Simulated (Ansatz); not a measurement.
TaAl3: strain energy, fitted

TaAl3, I4/mmm, a = 3.836 Å, c = 8.504 Å. The structure is a COD entry; whether it is the stable form wasn't checked. Ansatz: r2SCAN, PAW, 500 eV, Γ-centred 10×10×4 mesh on 8 atoms, Gaussian smearing 0.10 eV; no spin polarisation. Series: biaxial strain in the a-b plane, c and atoms relaxed; x is the strain in per cent. y is the free energy over the unstrained cell, V0 = 15.643 Å³/atom.

| x (%) | y (meV/atom) |
| --- | --- |
| -4.5 | 78.45 |
| -3.0 | 33.16 |
| -1.5 | ? |
| 0.0 | 0.00 |
| 1.5 | 7.56 |
| 3.0 | 28.48 |
| 4.5 | 60.97 |

Problem. Fit y = c2 x² + c3 x³ to the other rows, turn c2 into a modulus, and predict the missing energy.

Solution. Least squares on the rows shown. y = 3.4398 x² − 0.095140 x³. In eV per unit strain² c2 is 34.40; M is the biaxial modulus (E = M V0 ε²): 34.40 × 160.2 / (15.643) = 352 GPa. The unstrained cell keeps some stress along the strain, worth a slope of 0.13 meV/atom per %, which the form leaves out. At x = -1.5 the fit asked for gives 8.06 meV/atom. The run gave 7.80 meV/atom, so the fit is 0.26 meV/atom too high, within twice the rms miss on the fitted rows (0.19 meV/atom).

Spin–orbit coupling is left out, which can shift energies with elements as heavy as these.

Cost: 7 runs of about 6.1 core-minutes in all, on Intel Xeon 6975P-C (Granite Rapids) (shared hosts).